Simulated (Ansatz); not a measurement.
## Cu: from a starting cell to a relaxed one

The start is a relaxed Cu cell displaced along its unstable phonon at q = Γ (86i cm⁻¹), largest move 0.15 Å. The structure is fully relaxed (lattice and positions, P = 0) with PBEsol (plane waves to 420 eV, PAW, scalar-relativistic; Ansatz, an electronic-structure program). The first steps use a coarse 9×9×13 k-mesh.

Initial structure:
```
Cu
1.0
    4.04910     0.00000     0.00000
   -2.02455     3.50663     0.00000
    0.00000     0.00000     2.43322
Cu
3
Direct
  0.00000   0.00000   0.00000
  0.33333   0.66667   0.43835
  0.66667   0.33333   0.56165
```

### Question
Which atoms feel the largest initial force, and how large is it?

### Answer
0.22 eV/Å, on Cu2, Cu3 (atoms numbered as listed).

### Question
How do the shortest distances between atoms change?

### Answer
The closest pairs of elements (up to four, under 3.6 Å), start → end: Cu–Cu 2.36 → 2.45 Å.

### Question
Is the relaxed structure metallic? Give its gap.

### Answer
No gap (metallic).

### Question
What does it relax into? Give the structure.

### Answer

Space group Im-3m (No. 229); a = b = c = 2.832 Å, α = β = γ = 90.00°

```csv
atom,site,symmetry,x,y,z
Cu,2a,m-3m,0.0000,0.0000,0.0000
```
(The calculation used a cell of 1 atom; values per cell refer to that cell.)

Final values are on a 23×23×23 k-mesh of the relaxed cell. No spin polarisation in the result.

The run could not lose the symmetry of its start: the end is stationary, and may be a saddle point rather than a minimum.

The relaxed structure here is a generated cell of Cu: the first start was made by placing the elements on the sites of a structure type, and the end was not matched to a known phase here, so it may be hypothetical. Known forms of Cu include space group No. 225.
